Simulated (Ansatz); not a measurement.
Cs:
```
CELL_PARAMETERS angstrom
      0.00000     3.94003     3.94003
      3.94003     0.00000     3.94003
      3.94003     3.94003     0.00000
ATOMIC_POSITIONS crystal
  Cs 0.00000 0.00000 0.00000
```

Relaxed with r²SCAN+D4. Special points in fractions of this cell's reciprocal vectors: Γ (0.000, 0.000, 0.000); X (0.500, 0.000, 0.500); U (0.625, 0.250, 0.625); K (0.375, 0.375, 0.750); L (0.500, 0.500, 0.500); W (0.500, 0.250, 0.750).

**Question.** List the band energies nearest the Fermi level at these points for r²SCAN+D4 in the plane-wave PAW code Ansatz.

**Answer.** In eV from the Fermi level; about four levels below and three above (degenerate sets whole), none deeper than 8.9 eV; points with the same levels are listed once.

```tsv
k	below	above
Γ	-1.77	2.67 2.67 2.67
X	–	0.28 1.14 1.31
U	–	0.62 0.97 1.26
L	–	0.03 0.58 2.50 2.50
W	–	0.72 1.19 1.19
```

Space group Fm-3m (fcc (Cu type)). The workflow started from a Materials Project entry (that database holds measured and hypothetical structures alike); the Crystallography Open Database files this formula in space group No. 225, but the cells were not matched. It is not the phase usual at ambient conditions (space group No. 229). The cell was relaxed with r²SCAN+D4 under the symmetry of its start; its stability against distortions is not shown here. The pairwise dispersion correction was not fitted to metals. Spin–orbit coupling is left out wherever it is not named.

Potentials: the later of the program's two PAW sets.
